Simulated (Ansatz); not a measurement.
## Zr₃TiN₄: relaxed-ion elastic tensor

All numbers below come from Ansatz, DFT PBE, scalar-relativistic, plane waves, PAW. Cutoff 420 eV, 8×8×8 k-points (Γ-centred), Fermi-Dirac smearing of 0.15 eV. No spin polarisation.

The cell, relaxed at this level:
```xyz
8
Lattice="4.5290 0.0000 0.0000 0.0000 4.5290 0.0000 0.0000 0.0000 4.5290" Properties=species:S:1:pos:R:3 pbc="T T T"
Zr    0.0000    0.0000    2.2645
Zr    2.2645    0.0000    0.0000
Zr    0.0000    2.2645    0.0000
Ti    2.2645    2.2645    2.2645
N     2.2645    2.2645    0.0000
N     0.0000    2.2645    2.2645
N     2.2645    0.0000    2.2645
N     0.0000    0.0000    0.0000
```

The structure comes from a generated guess, relaxed at this level; another structure or a mixture of phases may lie lower. In a metal, frequencies and elastic constants depend on the k mesh and the smearing, soft modes and shear constants most.

Problem. Give the relaxed-ion elastic constants (GPa, Voigt order xx yy zz yz xz xy, on the Cartesian axes of the cell above).

Solution.
C11 = 515.8, C12 = 117.1, C13 = 117.1, C22 = 515.8, C23 = 117.1, C33 = 515.8, C44 = 127.8, C55 = 127.8, C66 = 127.8 GPa; the others vanish.

Problem. Is the crystal stable against homogeneous strain?

Solution. Yes: the least eigenvalue of the tensor is 127.8 GPa.

Problem. And the moduli of a polycrystal (Hill averages)?

Solution. B = 250 GPa, G = 153 GPa, E = 381 GPa, ν = 0.25.
